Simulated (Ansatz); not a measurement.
Relaxation of a relaxed Ru cell displaced along its unstable phonon at q = (0, 0, ½) of its primitive reciprocal cell (17i cm⁻¹), largest move 0.15 Å; 6 atoms in the cell, which starts as P6/mmm (No. 191), hP6; a = b = 4.2657 Å, c = 5.3723 Å, α = β = 90.00°, γ = 120.00°. Computed with PBE (plane waves to 420 eV, PAW, scalar-relativistic; Ansatz, a program for electronic structure). Γ-centred k-mesh 9×9×6 on the run's cell (coarser than for final values), Fermi–Dirac smearing 0.05 eV. This is the first round of the run. 

The optimiser's lines from the output (shortened; P is positive under compression):

```
relax step   1: F+E_penalty+E_count = -35270.38958554 eV  Δ(F+E_penalty+E_count) = +0.000e0 eV  max|allowed force component| = 2.452e0 eV/Å  Δτ_max = 0.0000 Å  P = +3.123 GPa  Ω = 84.657 Å³  (7 SCF iters, dr2 threshold 1.00e-7 eV, accepted)
relax step   2: F+E_penalty+E_count = -35270.61332243 eV  Δ(F+E_penalty+E_count) = -2.237e-1 eV  max|allowed force component| = 1.962e-1 eV/Å  Δτ_max = 0.1024 Å  P = +1.203 GPa  Ω = 84.368 Å³  (6 SCF iters, dr2 threshold 6.00e-7 eV, accepted)
relax step   3: F+E_penalty+E_count = -35270.61681997 eV  Δ(F+E_penalty+E_count) = -3.498e-3 eV  max|allowed force component| = 1.119e-1 eV/Å  Δτ_max = 0.0051 Å  P = -0.460 GPa  Ω = 84.854 Å³  (6 SCF iters, dr2 threshold 6.00e-7 eV, accepted)
relax step   4: F+E_penalty+E_count = -35270.61843440 eV  Δ(F+E_penalty+E_count) = -1.614e-3 eV  max|allowed force component| = 7.402e-2 eV/Å  Δτ_max = 0.0073 Å  P = -0.123 GPa  Ω = 84.736 Å³  (6 SCF iters, dr2 threshold 6.00e-7 eV, accepted)
relax step   5: F+E_penalty+E_count = -35270.62040342 eV  Δ(F+E_penalty+E_count) = -1.969e-3 eV  max|allowed force component| = 4.647e-3 eV/Å  Δτ_max = 0.0299 Å  P = +0.099 GPa  Ω = 84.624 Å³  (6 SCF iters, dr2 threshold 3.42e-7 eV, accepted)
relax step   6: F+E_penalty+E_count = -35270.62045352 eV  Δ(F+E_penalty+E_count) = -5.010e-5 eV  max|allowed force component| = 2.699e-3 eV/Å  Δτ_max = 0.0027 Å  P = -0.030 GPa  Ω = 84.653 Å³  (6 SCF iters, dr2 threshold 1.08e-7 eV, accepted)
relax step   7: F+E_penalty+E_count = -35270.62047051 eV  Δ(F+E_penalty+E_count) = -1.700e-5 eV  max|allowed force component| = 3.891e-4 eV/Å  Δτ_max = 0.0022 Å  P = -0.000 GPa  Ω = 84.647 Å³  (6 SCF iters, dr2 threshold 1.32e-8 eV, accepted)
relax step   8: F+E_penalty+E_count = -35270.62048200 eV  Δ(F+E_penalty+E_count) = -1.149e-5 eV  max|allowed force component| = 3.877e-4 eV/Å  Δτ_max = 0.0000 Å  P = -0.003 GPa  Ω = 84.647 Å³  stress off target by 1.19e-2 GPa  SCF on the basis re-selected at this cell (its energy is not comparable with the rows above)  (8 SCF iters)
```

From the first to the last row the energy changes by -0.04 eV/atom and the volume by 0.0 %. The last row is marked as not comparable with the walk above it, whose basis was carried along; it does compare with step 1, since both stand on a basis selected at the nominal cutoff for their own cell.

Later rounds, restarted from the end of this one on a renewed k-mesh, logged 4 more steps and released under 0.01 eV/atom more. The final structure after all rounds: P6/mmm (No. 191), hP3; a = b = 4.266 Å, c = 2.686 Å, α = β = 90.00°, γ = 120.00°. No spin polarisation in the result.

The run could not lose the symmetry of its start, so the end can be a saddle point.

The relaxed structure here is a generated cell of Ru: the first start was made by placing the elements on the sites of a structure type, and the end was not matched to a known phase here, so it may be hypothetical. Known forms of Ru include space group No. 194.
